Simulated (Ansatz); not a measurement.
Mg2Si (antifluorite type, space group Fm-3m)

```cif
data_Mg8Si4
_chemical_formula_sum 'Si4 Mg8'
_space_group_name_H-M_alt 'Fm-3m'
_space_group_IT_number 225
_space_group_name_Hall '-F 4 2 3'
_cell_length_a 6.36466
_cell_length_b 6.36466
_cell_length_c 6.36466
_cell_angle_alpha 90.000
_cell_angle_beta 90.000
_cell_angle_gamma 90.000
loop_
_atom_site_label
_atom_site_type_symbol
_atom_site_symmetry_multiplicity
_atom_site_Wyckoff_symbol
_atom_site_fract_x
_atom_site_fract_y
_atom_site_fract_z
_atom_site_occupancy
Si1 Si 4 a 0.00000 0.00000 0.00000 1
Mg1 Mg 8 c 0.25000 0.25000 0.25000 1
```
(The calculation used a cell of 3 atoms; values per cell refer to that cell.)

Grid over V/V₀ and (c/a)/(c/a)₀, subscript 0 meaning the relaxed cell; the conventional c axis lies along z; no internal relaxation.

All values below come from PBE (plane waves to 420 eV, PAW, scalar-relativistic; Ansatz, a program for electronic structure). k mesh 9×9×9 (Γ-centred), Fermi-Dirac smearing 0.05 eV. Energies are smeared free energies. As the smearing reaches across the gap at some points, the response to shear is sensitive to the k mesh, so small differences along c/a are uncertain. Mg2Si was relaxed with its symmetry unable to fall. The zero of ΔE is the relaxed starting cell.

Give the computed ΔE (meV/atom) at all points of the grid V/V₀ = 0.920, 0.947, 0.973, 1.000, 1.027, 1.053, 1.080 by (c/a)/(c/a)₀ = 0.880, 0.920, 0.960, 1.000, 1.040, 1.080, 1.120.

ΔE (meV/atom), with V/V₀ across and (c/a)/(c/a)₀ down:

```csv
(c/a)/(c/a)₀ \ V/V₀,0.920,0.947,0.973,1.000,1.027,1.053,1.080
0.880,93,77,67,64,65,71,81
0.920,55,40,31,28,30,36,47
0.960,34,18,10,7,9,16,27
1.000,27,11,3,0,2,9,20
1.040,33,18,9,6,9,16,27
1.080,52,36,28,25,27,34,44
1.120,82,66,57,54,56,62,72
```

(Under strain, the slope of the energy per volume gives the stress and its curvature an elastic modulus.)
